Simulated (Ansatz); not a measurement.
## Profile along the Sc–B line in Sc3SnB (anti-perovskite)

Sc$_{3}$SnB (anti-perovskite)

```
CELL_PARAMETERS angstrom
      4.60224     0.00000     0.00000
      0.00000     4.60224     0.00000
      0.00000     0.00000     4.60224
ATOMIC_POSITIONS crystal
  Sc 0.50000 0.00000 0.50000
  Sc 0.00000 0.50000 0.50000
  Sc 0.50000 0.50000 0.00000
  Sn 0.00000 0.00000 0.00000
  B  0.50000 0.50000 0.50000
```

Fields along a shortest Sc–B line of a {100} plane (2.30 Å), from Sc to B, interpolated on the slice's grid (step about 0.1 Å). Level of theory: PBEsol (plane waves to 420 eV, PAW, scalar-relativistic; Ansatz, an electronic-structure program). k mesh 10×10×10. Near the nuclei the fields are pseudised (PAW); where an atom keeps semicore shells as valence, they peak there. At this level the bands of Sc3SnB touch or barely overlap. Sc3SnB is run without spin polarisation. Sc3SnB was relaxed with its symmetry unable to fall.

```
distance from Sc (Å)  valence electron density (e/Å³)  electron localisation function
--------------------  -------------------------------  ------------------------------
0.00                                             7.40                               x
0.11                                             7.40                               x
0.23                                             7.21                               x
0.35                                             6.49                               x
0.46                                             5.17                               x
0.57                                             3.57                            0.73
0.69                                             2.14                            0.68
0.81                                             1.17                            0.48
0.92                                             0.65                            0.27
1.03                                             0.44                            0.18
1.15                                             0.39                            0.24
1.26                                             0.40                            0.43
1.38                                             0.45                            0.62
1.49                                             0.52                            0.70
1.61                                             0.61                            0.69
1.72                                             0.69                            0.58
1.84                                             0.71                               x
1.96                                             0.64                               x
2.07                                             0.48                               x
2.19                                             0.32                               x
2.30                                             0.25                               x
```

x: too close to a nucleus for the ELF to mean much.

Density on the Sc–B line (2.30 Å) at its density minimum, 1.2 Å from Sc: 0.39 e/Å³. ELF at that point: 0.3.
